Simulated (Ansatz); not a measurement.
Given:

PbSe:
Space group Fm-3m (No. 225); a = b = c = 6.2178 Å, α = β = γ = 90.00°

```csv
atom,site,symmetry,x,y,z
Pb,4a,m-3m,0.0000,0.0000,0.0000
Se,4b,m-3m,0.5000,0.5000,0.5000
```
(The calculation used a cell of 2 atoms; values per cell refer to that cell.)

This is the PBE-relaxed structure.

**Question.** All from DFT-PBE in the program Ansatz with PAW potentials, unless another level is named. Give the bulk modulus (Birch–Murnaghan fit).

**Answer.** 46.7 GPa.

**Question.** And the highest zone-centre frequency (without LO–TO term)?

**Answer.** 3.1 meV.

The cell was relaxed with PBE under the symmetry of its start; of distortions, only those at the zone centre were tested. Scalar-relativistic: spin–orbit coupling is off unless named, which matters more the heavier the elements.

Potentials: the later of the program's two PAW sets.
